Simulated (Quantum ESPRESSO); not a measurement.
# Strain and stress in SiAl2ZnN4

Calculated results; nothing here was measured. They come from pw.x of Quantum ESPRESSO 7.5, a plane-wave density functional program, with PseudoDojo standard norm-conserving files (v0.5 for PBE, v0.4.1 for LDA and PBEsol). The cells are made up: elements, strain and atom displacements were drawn at random, and nothing was relaxed. There is no spin polarisation, spin-orbit coupling or dispersion term.

The cell has 8 sites of a zincblende or diamond lattice. Sites 1 to 4 hold Si Al Zn Al; sites 5 to 8 hold N N N N. Cell vectors in Å: (4.494, -0.009, 0.032); (-0.010, 4.580, 0.039); (0.031, 0.039, 4.454). Settings: PBE, cutoff 1143 eV, 4 x 4 x 4 k mesh shifted by half a step, Fermi-Dirac smearing of 0.025 eV.

Each run adds a shear xy (given as the tensor component) to one cell, with the atoms carried along; the vectors above are those of run 4. Stress is positive in tension and P is minus a third of its trace. E is the free energy for each atom above the lowest run shown.

```
run  strain (%)  s_xx (GPa)  s_yy (GPa)  s_zz (GPa)  s_xy (GPa)  P (GPa)  E (meV/atom)
  1       -2.21       11.10       14.75        9.46       -7.16   -11.77         10.51
  2       -1.47       11.42       15.10        9.68       -4.73   -12.07          4.49
  3       -1.26       11.49       15.18        9.73       -4.03   -12.13          3.21
  5        0.23       11.75       15.45        9.97        0.84   -12.39          0.00
  6        1.43       11.65       15.34       10.00        4.76   -12.33          4.55
  7        2.38       11.36       15.03        9.91        7.87   -12.10         12.81
  4       -0.21           ?           ?           ?           ?        ?             ?
```

A rerun of one of these cells at 1437 eV and k mesh 6 x 6 x 6 moved values by no more than 0.003 eV in the cell's energy, 0.02 GPa in stress and 0.002 eV/Å in force.

## Worked fit

A parabola through the six runs shown gives s_xy = 0.09 + 3.27 e - 0.002 e² GPa, with e in per cent and a scatter of 0.01 GPa. The slope is a stiffness of 327 ± 1 GPa for each unit of this strain at e = 0, twice a shear constant under the stress shown, since the tensor component is half the shear angle. The atoms are clamped, and relaxing them would in general lower it. The error is the larger of the fit's own and the change that a cubic makes, rounded up.

## Withheld run

Question: what s_xy should run 4 give?

The fit gives -0.60 GPa. The calculation gave -0.60 GPa.

| run | strain (%) | s_xx (GPa) | s_yy (GPa) | s_zz (GPa) | s_xy (GPa) | P (GPa) | E (meV/atom) |
| --- | --- | --- | --- | --- | --- | --- | --- |
| 4 | -0.21 | 11.72 | 15.42 | 9.93 | -0.60 | -12.36 | -0.10 |